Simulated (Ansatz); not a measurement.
A geometry of SnTe away from equilibrium: the start of the relaxation of a randomly generated symmetric cell of SnTe (space group No. 65). Method: r2SCAN (plane waves to 500 eV, PAW, scalar-relativistic; Ansatz, a program for electronic structure). Γ-centred k-mesh 7×7×5 on the run's cell, Fermi–Dirac smearing 0.05 eV.

```xyz
4
Lattice="3.3691 -3.4093 0.0000 3.3691 3.4093 0.0000 0.0000 0.0000 7.3550" Properties=species:S:1:pos:R:3 pbc="T T T"
Sn     3.3691     0.0000     1.5044
Sn     3.3691     0.0000     5.8507
Te     0.0000     0.0000     3.6775
Te     3.3691     0.0000     3.6775
```

Question: Predict the force on each atom, in eV/Å.

Answer: 
```tsv
atom	Fx	Fy	Fz
Sn1	0.00	0.00	-13.01
Sn2	0.00	0.00	13.01
Te3	0.00	0.00	0.00
Te4	0.00	0.00	0.00
```

Question: What is the pressure?

Answer: +18.2 GPa, compression positive.

No spin polarisation in the result.

The run could not lose the symmetry of its start, so the end can be a saddle point.

The end of the path is a generated cell of SnTe: the first start was made by a random draw of sites in a space group, and the end was not matched to a known phase here, so it may be hypothetical. Known forms of SnTe include space group No. 225.
